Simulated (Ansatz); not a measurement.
KCl:
```
KCl
1.0
    0.00000     3.14652     3.14652
    3.14652     0.00000     3.14652
    3.14652     3.14652     0.00000
K Cl
1 1
Cartesian
  0.00000   0.00000   0.00000
  3.14652   3.14652   3.14652
```

This is the r²SCAN-relaxed structure.

Problem. All from plane-wave PAW r²SCAN (Ansatz code), unless another level is named. Give the formation energy from the elements (no fitted shifts).

Solution. -2.18 eV/atom.

Problem. Give the HSE06 gap on the r²SCAN cell.

Solution. 6.50 eV.

Problem. And the band gap?

Solution. 5.83 eV (direct).

Problem. And the electron effective mass?

Solution. 0.45 mₑ (isotropic).

Space group Fm-3m (rock salt). Symmetry was held in the r²SCAN relaxation; phonons on a q-mesh show no instability. The references are the lowest solids computed at this level, not always the standard phases (solids in place of the gases).

Potentials: the later of the program's two PAW sets.
